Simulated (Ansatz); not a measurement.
SiB (wurtzite, space group No. 186), PBE (plane waves, PAW; program Ansatz), all energies at zero smearing, with the estimated change up to a 700 eV cutoff added, with one set of potentials and settings (totals compare only within such a set). Cell of 4 atoms (2 Si, 2 B): -1581.911 eV.

| element | reference phase | E (eV/atom) |
|---|---|---|
| Si | Fd-3m, 2 atoms in the cell | -635.8096 |
| B | R-3m, 12 atoms in the cell | -155.9161 |

Formation energy per atom, worked out: (-1581.911 − 2×(-635.8096) − 2×(-155.9161))/4 = 0.385 eV/atom (37 kJ per mol of atoms), at 0 K, without zero-point energy or fitted corrections.

Space group P6_3mc (wurtzite). The workflow started from a Materials Project entry (that database holds measured and hypothetical structures alike); the Crystallography Open Database copy checked does not list it. Its standing as an ambient phase is unchecked. The cell was relaxed with PBE under the symmetry of its start; its stability against distortions is not shown here. Its formation energy is positive at this level, so the cell may be metastable or incomplete. The references are the lowest solids computed at this level, not always the standard phases.

Potentials: the later of the program's two PAW sets.
